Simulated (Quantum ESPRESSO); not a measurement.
Band energies of BP at +2 % biaxial strain

```xyz
4
Lattice="3.2435 0.0000 0.0000 -1.6218 2.8090 0.0000 0.0000 0.0000 5.2634" Properties=species:S:1:pos:R:3 pbc="T T T"
B      1.6218     0.9363     2.6291
B      0.0000     1.8726     5.2608
P      1.6218     0.9363     4.6082
P      0.0000     1.8726     1.9765
```

PBEsol (pw.x of Quantum ESPRESSO, ONCV potentials, no spin-orbit coupling); path ΓMKΓALHA,LM,KH; energies in eV from the valence-band maximum.

| k (1/Å) | point | band 4 | band 5 | band 6 | band 7 | band 8 | band 9 | band 10 | band 11 |
|---|---|---|---|---|---|---|---|---|---|
| 0.00 | Γ | -2.21 | -2.21 | -0.29 | 0.00 | 0.00 | 2.56 | 2.56 | 2.69 |
| 0.45 |  | -5.06 | -3.20 | -2.52 | -1.32 | -0.89 | 1.97 | 3.89 | 4.09 |
| 0.89 |  | -6.74 | -6.05 | -4.22 | -3.52 | -1.85 | 1.13 | 3.90 | 4.40 |
| 1.12 | M | -7.02 | -6.31 | -4.36 | -4.14 | -1.98 | 0.98 | 3.79 | 4.37 |
| 1.33 |  | -6.95 | -6.26 | -5.10 | -4.18 | -2.71 | 2.17 | 2.68 | 5.14 |
| 1.76 | K | -7.18 | -7.18 | -4.94 | -4.94 | -4.57 | 1.09 | 7.46 | 7.46 |
| 2.19 |  | -6.46 | -6.02 | -5.14 | -3.23 | -3.09 | 2.28 | 4.61 | 5.34 |
| 2.63 |  | -4.75 | -3.51 | -2.23 | -1.17 | -1.08 | 2.93 | 2.96 | 4.18 |
| 3.06 | Γ | -2.21 | -2.21 | -0.29 | 0.00 | 0.00 | 2.56 | 2.56 | 2.69 |
| 3.53 |  | -3.78 | -1.65 | -1.65 | -1.02 | -1.02 | 3.10 | 3.51 | 3.59 |
| 3.65 | A | -4.97 | -1.36 | -1.36 | -1.36 | -1.36 | 3.31 | 3.31 | 4.01 |
| 3.96 |  | -4.89 | -2.82 | -2.82 | -1.88 | -1.88 | 3.18 | 3.18 | 4.91 |
| 4.47 |  | -7.54 | -3.45 | -3.45 | -3.17 | -3.17 | 2.03 | 2.03 | 3.84 |
| 4.77 | L | -8.87 | -3.43 | -3.43 | -3.13 | -3.13 | 2.02 | 2.02 | 2.82 |
| 4.88 |  | -8.85 | -3.75 | -3.75 | -3.02 | -3.02 | 2.31 | 2.31 | 2.86 |
| 5.31 |  | -8.58 | -6.16 | -6.16 | -2.68 | -2.68 | 3.18 | 3.18 | 5.10 |
| 5.42 | H | -8.58 | -6.31 | -6.31 | -2.65 | -2.65 | 3.22 | 3.22 | 5.01 |
| 5.69 |  | -8.06 | -5.63 | -5.63 | -2.87 | -2.87 | 3.28 | 3.28 | 5.44 |
| 6.06 |  | -6.01 | -3.82 | -3.82 | -3.49 | -3.49 | 3.76 | 3.76 | 4.74 |
| 6.43 |  | -4.89 | -2.58 | -2.58 | -1.87 | -1.87 | 3.54 | 3.54 | 4.14 |
| 6.71 | A | -4.97 | -1.36 | -1.36 | -1.36 | -1.36 | 3.31 | 3.31 | 4.01 |
| 6.71 | L | -8.87 | -3.43 | -3.43 | -3.13 | -3.13 | 2.02 | 2.02 | 2.82 |
| 7.11 |  | -7.46 | -5.62 | -4.25 | -3.62 | -2.24 | 1.11 | 3.11 | 4.13 |
| 7.30 | M | -7.02 | -6.31 | -4.36 | -4.14 | -1.98 | 0.98 | 3.79 | 4.37 |
| 7.30 | K | -7.18 | -7.18 | -4.94 | -4.94 | -4.57 | 1.09 | 7.46 | 7.46 |
| 7.40 |  | -7.32 | -7.32 | -4.76 | -4.76 | -4.66 | 1.25 | 6.84 | 6.84 |
| 7.90 | H | -8.58 | -6.31 | -6.31 | -2.65 | -2.65 | 3.22 | 3.22 | 5.01 |

The PBEsol gap is indirect, 0.98 eV, from Γ to M; the smallest direct gap is 2.56 eV.

Geometry strained from the cell relaxed with PBEsol, atoms relaxed again.

This is not the ordinary phase of the substance; no match was found in the copy of COD used, and its stability was not checked.
